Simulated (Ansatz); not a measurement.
BaZnPF, one structure, two calculations

Cell: a structure deposited in the COD, ions relaxed with PBE at fixed cell.

Space group P4/nmm:1 (No. 129); a = 4.1563, c = 9.4574 Å.

```
site  Wyckoff  site symmetry       x       y       z
  Ba       2c            4mm  0.5000  0.0000  0.3304
  Zn       2a           -4m2  0.5000  0.5000  0.0000
   P       2c            4mm  0.0000  0.5000  0.1492
   F       2b           -4m2  0.5000  0.5000  0.5000
```

One atom of each set is listed.

First run. Computed with Ansatz: DFT, PBE, plane waves and PAW, scalar-relativistic, 420 eV cutoff, Γ-centred 8×8×4 k-points, Fermi–Dirac smearing 0.05 eV.

```tsv
site	V_zz (10²¹ V/m²)	η
Ba	-0.92	0.00
Zn	-0.093	0.00
P	-1.47	0.00
F	1.30	0.00
```

Second run. The same atoms and settings, except that spin–orbit coupling is included (fully relativistic PAW files).

(1) Given the first result, estimate the second.

## Answers

(1) 

```csv
site,V_zz,η,change of V_zz
Ba,-0.92,0.00,0.00
Zn,-0.095,0.00,0.00
P,-1.47,0.00,0.00
F,1.30,0.00,0.00
```

No V_zz moves by more than 0.01.

With a gap of 0.4 eV on this mesh, small gradients can still move by 0.1 × 10²¹ V/m² or more as the k-mesh gets denser.
